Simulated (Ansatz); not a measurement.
**Fixed-spin-moment curve of Mn2As**

All numbers below come from Ansatz, DFT PBEsol, scalar-relativistic, plane waves, PAW.

```xyz
6
Lattice="3.7690 0.0000 0.0000 0.0000 3.7690 0.0000 0.0000 0.0000 6.2780" Properties=species:S:1:pos:R:3 pbc="T T T"
Mn    0.0000    0.0000    0.0000
Mn    1.8845    1.8845    0.0000
Mn    1.8845    0.0000    4.2063
Mn    0.0000    1.8845    2.0717
As    1.8845    0.0000    1.6637
As    0.0000    1.8845    4.6143
```

```
plane-wave cutoff : 420 eV
Γ-centred k-mesh  : 10×10×6
occupation rule   : Gaussian smearing, 0.1 eV
```

The total moment of the cell is held at each value, at fixed atoms.

Site moments are spin moments in atom-centred spheres that scale with the neighbour distance.

```json
{"held moment (μB/cell)": "0.00", "E above lowest (meV/atom)": "?", "P (GPa)": "?", "site moments (μB)": "?"}
{"held moment (μB/cell)": "15.00", "E above lowest (meV/atom)": "0.0", "P (GPa)": "4.0", "site moments (μB)": "Mn +3.18 (×2), Mn +3.80 (×2)"}
{"held moment (μB/cell)": "17.50", "E above lowest (meV/atom)": "349.8", "P (GPa)": "17.6", "site moments (μB)": "Mn +3.66 (×2), Mn +4.09 (×2), As +0.16 (×2)"}
{"held moment (μB/cell)": "20.00", "E above lowest (meV/atom)": "1059.0", "P (GPa)": "34.7", "site moments (μB)": "Mn +4.03 (×2), Mn +4.36 (×2), As +0.31 (×2)"}
```

Problem. Fill in the withheld rows.

Solution. The withheld rows:

```json
{"held moment (μB/cell)": "0.00", "E above lowest (meV/atom)": "129.1", "P (GPa)": "-30.5", "site moments (μB)": "none over 0.05"}
```